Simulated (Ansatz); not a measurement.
Relaxation of a generated cell, SnTe placed in the AFLOW prototype AB_hP6_191_f_ad (B35, as in CoSn); 6 atoms in the cell, which starts as P6/mmm (No. 191), hP6; a = b = 6.846 Å, c = 5.524 Å, α = β = 90.00°, γ = 120.00°. All values below come from PBE (plane waves to 420 eV, PAW, scalar-relativistic; Ansatz, an electronic-structure program). Γ-centred k-mesh 4×4×4 on the run's cell (coarser than for final values), Fermi–Dirac smearing 0.05 eV. This is the first round of the run. 

The optimiser's lines from the output (shortened; P is positive under compression):

```
relax step   1: F+E_penalty+E_count = -39012.45218246 eV  Δ(F+E_penalty+E_count) = +0.000e0 eV  max|allowed force component| = 1.311e-17 eV/Å  Δτ_max = 0.0000 Å  P = -3.122 GPa  Ω = 224.249 Å³  (9 SCF iters, dr2 threshold 1.00e-7 eV, accepted)
relax step   2: F+E_penalty+E_count = -39012.81164868 eV  Δ(F+E_penalty+E_count) = -3.595e-1 eV  max|allowed force component| = 9.252e-18 eV/Å  Δτ_max = 0.0000 Å  P = -1.163 GPa  Ω = 208.769 Å³  (5 SCF iters, dr2 threshold 6.00e-7 eV, accepted)
relax step   3: F+E_penalty+E_count = -39013.01062229 eV  Δ(F+E_penalty+E_count) = -1.990e-1 eV  max|allowed force component| = 6.361e-18 eV/Å  Δτ_max = 0.0000 Å  P = +0.724 GPa  Ω = 200.234 Å³  (5 SCF iters, dr2 threshold 6.00e-7 eV, accepted)
relax step   4: F+E_penalty+E_count = -39013.05963779 eV  Δ(F+E_penalty+E_count) = -4.902e-2 eV  max|allowed force component| = 1.667e-17 eV/Å  Δτ_max = 0.0000 Å  P = +1.420 GPa  Ω = 199.697 Å³  (5 SCF iters, dr2 threshold 6.00e-7 eV, accepted)
relax step   5: F+E_penalty+E_count = -39013.09188298 eV  Δ(F+E_penalty+E_count) = -3.225e-2 eV  max|allowed force component| = 2.756e-17 eV/Å  Δτ_max = 0.0000 Å  P = +0.269 GPa  Ω = 206.653 Å³  (5 SCF iters, dr2 threshold 6.00e-7 eV, accepted)
relax step   6: F+E_penalty+E_count = -39013.09339540 eV  Δ(F+E_penalty+E_count) = -1.512e-3 eV  max|allowed force component| = 1.718e-17 eV/Å  Δτ_max = 0.0000 Å  P = +0.030 GPa  Ω = 207.700 Å³  (4 SCF iters, dr2 threshold 5.61e-7 eV, accepted)
relax step   7: F+E_penalty+E_count = -39013.09340033 eV  Δ(F+E_penalty+E_count) = -4.933e-6 eV  max|allowed force component| = 2.313e-17 eV/Å  Δτ_max = 0.0000 Å  P = +0.001 GPa  Ω = 207.844 Å³  (4 SCF iters, dr2 threshold 6.01e-9 eV, accepted)
relax step   8: F+E_penalty+E_count = -39013.09278080 eV  Δ(F+E_penalty+E_count) = +6.195e-4 eV  max|allowed force component| = 2.737e-17 eV/Å  Δτ_max = 0.0000 Å  P = -0.005 GPa  Ω = 207.844 Å³  stress off target by 9.41e-3 GPa  SCF on the basis re-selected at this cell (its energy is not comparable with the rows above)  (6 SCF iters)
```

From the first to the last row the energy changes by -0.11 eV/atom and the volume by -7.3 %. The last row is marked as not comparable with the walk above it, whose basis was carried along; it does compare with step 1, since both stand on a basis selected at the nominal cutoff for their own cell.

Later rounds, restarted from the end of this one on a renewed k-mesh, logged 10 more steps. The final structure after all rounds: P6/mmm (No. 191), hP6, AFLOW prototype AB_hP6_191_f_ad (B35, as in CoSn); a = b = 7.017 Å, c = 4.824 Å, α = β = 90.00°, γ = 120.00°. Between re-selections the logged energies stand on a plane-wave basis carried along with the cell. No spin polarisation in the result.

The run could not lower the symmetry of its start; a shaken copy of this end point relaxes with PBE to P1 (No. 1) at a tolerance of 0.01 Å, Pm (No. 6) at 0.1 Å, 0.14 eV/atom lower.

The relaxed structure here is a generated cell of SnTe: the first start was made by placing the elements on the sites of a structure type, and the end was not matched to a known phase here, so it may be hypothetical. Known forms of SnTe include space group No. 225.
